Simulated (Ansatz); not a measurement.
Eu3Si (antiAuCu3 structure)

Method: PBE+U (U_eff = 6 eV on Eu 4f), scalar-relativistic; collinear spin; PAW, 420 eV, Γ-centred 6×6×6 mesh, 0.05 eV Gaussian smearing; code Ansatz. The datasets are Ansatz's generated set soft_2.

```yaml
crystal:
  lattice:
    - [5.00062, 0.00000, 0.00000]
    - [0.00000, 5.00062, 0.00000]
    - [0.00000, 0.00000, 5.00062]
  atoms:
    - { symbol: Eu, position: [0.00000, 0.50000, 0.50000] }
    - { symbol: Eu, position: [0.50000, 0.50000, 0.00000] }
    - { symbol: Eu, position: [0.50000, 0.00000, 0.50000] }
    - { symbol: Si, position: [0.00000, 0.00000, 0.00000] }
```

The cell came from substitution into a structure type; no database entry of this phase was matched, which doesn't show that none exists.

Magnetic state: ferromagnetic, site spin moments Eu 7.09; Si -0.18 μB.

The cell above was scaled in volume, its shape and atoms being fixed by the lattice's symmetry. Energies are counted from the cell above.

Cell and atoms are those of this level's equilibrium.

| V (Å³/atom) | ΔE (meV/atom) | P (GPa) | largest moment (μB) |
| --- | --- | --- | --- |
| 29.54 | 9.0 | 1.7 | 7.09 |
| 30.01 | 4.7 | 1.2 | 7.09 |
| 30.64 | 1.1 | 0.6 | 7.09 |
| 31.26 | 0.0 | 0.0 | 7.09 |
| 31.89 | 1.0 | -0.5 | 7.10 |
| 32.51 | 4.1 | -1.0 | 7.10 |
| 33.45 | 11.9 | -1.6 | 7.10 |
| 34.39 | 23.0 | -2.2 | 7.10 |

What do the points give for the equilibrium volume, the bulk modulus and its pressure derivative (third-order Birch–Murnaghan)?

V0 = 31.26 Å³/atom, B0 = 28 GPa, B0′ isn't fixed: the energies give 4.3, and a fit of the pressures differs by over 0.35.

B0·V0 = 27.8 GPa × 31.26 Å³ = 5.43 eV/atom sets the scale: near the minimum ΔE ≈ ½ B0 V0 x², with x = V/V0 − 1, and a pressure of 0.28 GPa squeezes the volume by about 1 %. At the ends of the curve: x = −5.5 % predicts 8.2 meV/atom and the run gives 9.0; x = +10.0 % predicts 27.2 meV/atom and the run gives 23.0. The lopsidedness is anharmonic: atoms resist being pushed together more than being pulled apart.

For elements this heavy, spin–orbit coupling would shift levels and gaps; it isn't included here. The run wasn't fully tested for a lower electronic state. Site moments are of spin, integrated over atomic spheres. A U of this size is made for insulators; in a metal, as here, it tends to take f weight out of the bonding and to swell the cell. The moments were started parallel, and the real magnetic order may be another.
